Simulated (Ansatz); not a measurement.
**MnO (Fm-3m)**

Level of theory: LDA+U, U = 4.0 eV, J = 0.7 eV (Liechtenstein form) on Mn d, fully localised double counting, collinear spin, scalar-relativistic, 420 eV, PAW set soft_2 (made for PBE), 7×7×7 mesh, Gaussian smearing of 0.05 eV; plane-wave PAW code Ansatz.

```xyz
2
Lattice="0.0000 2.2220 2.2220 2.2220 0.0000 2.2220 2.2220 2.2220 0.0000" Properties=species:S:1:pos:R:3 pbc="T T T"
Mn    0.0000    0.0000    0.0000
O     2.2220    2.2220    2.2220
```

The structure is that of a cell as deposited in COD, unrelaxed.

Cell and atoms stay fixed. Atoms count from 1 in the text and from 0 in parts of the program's output.

Two runs on this cell converged from different starts. The ends of their outputs, energies left out (λ are the eigenvalues of a shell's occupation matrix):

Run A:

```
Magnetization: 5.0000 μB (13.0000 up, 8.0000 down)
Absolute magnetization: 5.0000 μB (∫|ρ↑−ρ↓|, with the PAW one-centre terms)
Per-site moments (μB) at R_I (Å): [(4.23752, 0.91658), (0.21551, 0.91658)]
Entropy (-TS):   -0.000092 eV (-0.046 meV/atom)
Fermi energy:    12.551642 eV
--- Forces (eV/Å), atoms counted from 1 ---
  atom   1  Mn     0.00000000     0.00000000     0.00000000
  atom   2  O      0.00000000     0.00000000     0.00000000
--- Stress (GPa, compression-positive) ---
       -3.930401       0.000070      -0.000113
        0.000070      -3.931193      -0.000035
       -0.000114      -0.000035      -3.930430
  P = ⅓ Tr σ = -3.9307 GPa (-39.307 kbar)
--- Löwdin populations: 2 sites ---
  site symbol       q [e]    m [muB]
     0     Mn     13.7911     4.7105
     1      O      7.0794     0.2669
--- Occupation matrices: 1 shell (run DFT+U table (all-electron-ortho-atomic); ε = 4.09e-3) ---
  Mn0 d_3D up     Tr n = 4.9830  λ = 0.994 0.994 0.998 0.998 0.998
  Mn0 d_3D dn     Tr n = 0.2994  λ = 0.034 0.034 0.034 0.098 0.098
```

Run B:

```
Magnetization: 3.0060 μB (12.0030 up, 8.9970 down)
Absolute magnetization: 3.2550 μB (∫|ρ↑−ρ↓|, with the PAW one-centre terms)
Per-site moments (μB) at R_I (Å): [(2.55866, 0.91658), (0.06043, 0.91658)]
Entropy (-TS):   -0.000771 eV (-0.386 meV/atom)
Fermi energy:    13.396766 eV
--- Forces (eV/Å), atoms counted from 1 ---
  atom   1  Mn     0.00000000     0.00000000     0.00000000
  atom   2  O      0.00000000     0.00000000     0.00000000
--- Stress (GPa, compression-positive) ---
       -5.763299       0.000000       0.000000
        0.000000      -5.763299       0.000000
        0.000000       0.000000      -7.080681
  P = ⅓ Tr σ = -6.2024 GPa (-62.024 kbar)
--- Löwdin populations: 2 sites ---
  site symbol       q [e]    m [muB]
     0     Mn     13.8438     2.9311
     1      O      7.0320     0.0662
--- Occupation matrices: 1 shell (run DFT+U table (all-electron-ortho-atomic); ε = 3.35e-3) ---
  Mn0 d_3D up     Tr n = 4.1237  λ = 0.140 0.990 0.998 0.998 0.998
  Mn0 d_3D dn     Tr n = 1.2149  λ = 0.038 0.044 0.044 0.111 0.978
```

**Question.** Which run lies higher in energy, by how much, and why?

**Answer.** Run B, by 752.7 meV/atom. Run B has no gap on the mesh (a metal); run A has 5 d electrons in filled orbitals, 5 of them unpaired, the high-spin filling, a gap of 0.10 eV (close to the smearing width). Run B kept 16 symmetry operations, run A 2. Flag on run B: mesh too coarse for this metal. On Mn1, N↑ − N↓ is 2.91 in size in run B against 4.68 in run A: with fewer parallel spins, run B lacks part of the exchange energy behind Hund's first rule. The Hubbard term of the energy is 0.48 eV per cell in run A and -0.01 eV in run B. Of the difference of 1.51 eV per cell, the Hubbard term gives -0.50 eV and all other terms 2.00 eV, so the other terms decide the order against the Hubbard term. In the Liechtenstein form the double counting takes out a Hund's exchange of the size of J, which can exceed what the functional holds; that favours the lower spin, so the cost of lowering it is probably understated. The other terms are taken on each state's own density, so they aren't the result of a run without U.

With one Mn ion in the cell, Mn moments can't oppose each other.

In the lower state the fixed cell carries a pressure of -3.9 GPa (the cell is larger than this level of theory would relax to); relaxing would change energies and could change the order of close states.

Run B started from: random orbitals: single harmonics, lower spin (4+1 electrons), moments Mn1 3.00 μB, occupations held for 12 iterations. Run A started from: random orbitals: random mixtures, one electron more, moments Mn1 4.00 μB, occupations held for 5 iterations. At this level the cell was started in 6 ways. Run A holds the lowest state found for this cell, which doesn't make it the ground state. For metallic states the mesh is coarse, so energy differences carry some meV/atom. The value of U was drawn from a range and not derived for this compound; another value can change gaps, moments and the order of states. Where a metal has almost no states within the smearing of the Fermi level on this mesh, its moment and stress follow whole counts of k-points and would move on a finer mesh. Gaps are Kohn–Sham gaps over the k-mesh alone and may be smaller between its points.
